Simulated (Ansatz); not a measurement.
## TiP, a known structure type with other elements, at an estimated volume

```yaml
crystal:
  lattice:
    - [1.76352, 3.05450, 0.00000]
    - [-1.76352, 3.05450, 0.00000]
    - [0.00000, 0.00000, 11.88564]
  atoms:
    - { symbol: P, position: [0.00000, 0.00000, 0.00000] }
    - { symbol: P, position: [0.00000, 0.00000, 0.50000] }
    - { symbol: P, position: [0.33330, 0.33340, 0.75000] }
    - { symbol: P, position: [0.66660, 0.66670, 0.25000] }
    - { symbol: Ti, position: [0.33330, 0.33340, 0.12500] }
    - { symbol: Ti, position: [0.66660, 0.66670, 0.62500] }
    - { symbol: Ti, position: [0.33330, 0.33340, 0.37500] }
    - { symbol: Ti, position: [0.66670, 0.66670, 0.87500] }
```

Single point in Ansatz 0.2.0 with r2SCAN, no spin polarisation. Cutoff 500 eV, PAW datasets, 11×11×3 Γ-centred k mesh, fermi-dirac filling (width 0.1 eV).

Problem. Give the Bader charges.

Solution. Bader charges in e: Ti +1.53, P -1.57 to -1.48. In the mean Ti gives up most and P takes most.

Problem. What does the stress say?

Solution. The pressure is -3.6 GPa (compression positive), so with the atoms held at these fractions the cell would first shrink; the forces are large, so a full relaxation may end otherwise.

Problem. What do density and ELF say about some of the short contacts?

Solution. P–Ti at 2.52 Å: least valence density 0.35 e/Å³ and ELF 0.32 there. Ti–Ti at 2.97 Å: least valence density 0.21 e/Å³ and ELF 0.30 there. These are pseudo-fields; inside the PAW spheres they differ from the all-electron ones.

Problem. Is there a gap?

Solution. It is a metal, with about 4.2 states/eV a cell as the mean within 0.25 eV of the Fermi level, mostly Ti d (88 %).

Problem. What is the formation energy?

Solution. -1.28 eV an atom against the elements' usual phases (free molecules for gases, crystals otherwise, with no correction for O₂ or N₂), so it is bound against them; other compounds may still compete. Relaxing would lower it.

Origin: a known structure type with other elements, at an estimated volume, so it need not be a known compound.
